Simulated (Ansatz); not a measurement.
**Structures of Ti3O5: which is lowest?**

Plane-wave DFT in Ansatz with scalar-relativistic PAW potentials, cutoff 420 eV, Γ-centred meshes chosen by cell and gap, Gaussian smearing with energies taken to zero width. Every cell was relaxed (cell and atoms) in a run of its own, within the symmetry of its start. Functional: PBEsol.

Relaxed structures (starts from databases or built by putting these elements on another compound's sites):
A. C2/m, 16 atoms in the computed cell, a = 9.624 Å, b = 3.850 Å, c = 9.177 Å, β = 91.1°; sites (symmetry × multiplicity) Ti m × 4 + m × 4 + m × 4, O m × 4 + m × 4 + m × 4 + m × 4 + m × 4; start: database
B. C2/c, 16 atoms in the computed cell, a = 10.056 Å, b = 4.999 Å, c = 7.174 Å, β = 112.2°; sites (symmetry × multiplicity) Ti -1 × 4 + 1 × 8, O 1 × 8 + 1 × 8 + 2 × 4; start: database

Rank them by energy. Could pressure change the order?

| structure | group | E − E(lowest) (meV/atom) | V (Å³/atom) | gap on mesh (eV) |
| --- | --- | --- | --- | --- |
| A | C2/m | 0.0 | 10.62 | 0.00 |
| B | C2/c | 19.0 | 10.44 | 0.00 |

A is lowest, 19 meV/atom under B. The two lowest differ in volume by under 3 %, too little for a first-order estimate of what pressure does to that pair (other pairs aren't weighed here); with rigid cells even 3 % in favour of the higher one would need about 10 GPa. Other structures may lie lower than all of these, and vibrations aren't counted.

Spin polarisation was left out, and a magnetic state may lie lower.